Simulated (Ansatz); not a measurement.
Values for one crystal, relaxed and computed with the program Ansatz at the r²SCAN level (PAW); other levels are named.

| Item | Result |
|---|---|
| Volume per atom | 11.25 Å³ |
| Electronic character | metallic (no gap) |
| Young's modulus | 307 GPa |
| Pressure derivative B′ | 4.5 |
| Hill bulk and shear moduli | 194 and 124 GPa |
| Debye temperature from the elastic constants | 651 K |
| Density of states at the Fermi level | 0.30 states/eV per atom (mean over ±0.08 eV) |

Problem. Which of these materials gives this?
A. AlCo, CsCl type
B. MoW, CsCl type
C. Al2Cu, I4/mcm (Cu on 4a, Al on 8h)
D. TiAl3, Cu3Au type

Solution. A, AlCo, CsCl type

Space group Pm-3m (CsCl type). The cell was relaxed with r²SCAN under the symmetry of its start. The final state is ferromagnetic, the only order run, not a proven ground state. The cell computed holds one magnetic atom, so no antiferromagnetic order was within reach. Other orbital occupations within this spin state were not tried. As this level gives no gap, shear constants depend on the k-mesh and smearing (Fermi–Dirac, 0.1 eV here).

Potentials: the earlier of the program's two PAW sets.
